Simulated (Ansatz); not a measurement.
## One compound in many structure types

Candidates compared on computed values. Relaxing one composition in several structure types shows which are competitive, which pressure would favour, and how volume and gap change with structure.

The yardstick is AlN, wurtzite. The reference is the lowest phase computed, which need not be the stable form in nature.

**Data**

Computed with Ansatz, a plane-wave PAW program. energy: r²SCAN, total energy at 0 K with the change to a 700 eV cutoff added (comparable within one formula alone); volume per atom: r²SCAN, relaxed cell; gap: r²SCAN; bulk modulus: r²SCAN, equation-of-state fit.

Model: ΔE = E − E_ref; ΔV = V − V_ref; temperature scale ΔE/k_B = 11.605 K/meV × ΔE.

| crystal | E (eV/atom) | V (Å³/atom) | gap (eV) | B₀ (GPa) | ΔE (meV/atom) | ΔV (Å³/atom) | ΔE/k_B (K) |
|---|---|---|---|---|---|---|---|
| AlN, 4H type, P6₃mc | −464.231 | 10.42 | 4.67 | 210 | 13.0 | 0.02 | 150 |
| AlN, NiAs type | −463.903 | 8.41 | 5.69 | 263 | 341.0 | −1.99 | 4000 |
| AlN, wurtzite, reference | −464.244 | 10.40 | 4.88 | 210 | 0.0 | 0.00 | 0 |
| AlN, h-BN type, P6₃/mmc | −464.132 | 9.71 | 4.03 | 220 | 112.0 | −0.69 | 1300 |

Started from generated or typed cells, with no claim that the phase is known: AlN, 4H type, P6₃mc; AlN, NiAs type. Runs started from generated or typed cells of the structure named: AlN, wurtzite. No claim is made that these are known or stable phases: AlN, h-BN type, P6₃/mmc. Spin–orbit coupling is left out unless named.

**Worked example**

Worked for AlN, 4H type, P6₃mc:

1. ΔE = 1000 × (−464.231 − (−464.244)) = 13.0 meV/atom
2. ΔV = 10.42 − 10.40 = 0.02 Å³/atom
3. ΔE/k_B: 11.605 × 13.0 = 150 K

**Result**

Ranking by ΔE, lowest first: AlN, wurtzite (0.0 ± 5.0), AlN, 4H type, P6₃mc (13.0 ± 5.0), AlN, h-BN type, P6₃/mmc (112.0 ± 5.0), AlN, NiAs type (341.0 ± 5.0). The ± follows from allowances picked for this note (energy 0.004 eV/atom, 3 meV/atom on the figure itself), carried to first order and added in quadrature, each row's own inputs moving alone; ≈ joins neighbours closer than their two ± added in quadrature.

Denser than the reference, so favoured by pressure; with fixed volumes the enthalpies cross at P ≈ 0.1602 ΔE/|ΔV|: AlN, h-BN type, P6₃/mmc 0.1602 × 112.0/0.69 = 26 GPa, AlN, NiAs type 0.1602 × 341.0/1.99 = 27 GPa. Each is against the reference alone, so another phase may come first, and differences in compressibility move them.

**Caveats**

Vibrational free energy is left out, and phases that were not computed could lie lower. Rows are a sample of the computed phases of this formula. Limits of the draw: a spread of over 30 meV/atom, none over 0.9 eV/atom above the reference, within 8 meV/atom of the lowest or within 3 meV/atom of a neighbour. As a rule kept out of such tables: 4f compounds, open-shell compounds run without a Hubbard term, cells found unstable in the tests at hand, cells close to a higher symmetry, and runs set to a pressure or over 12 % in volume from the crystal's fullest run.
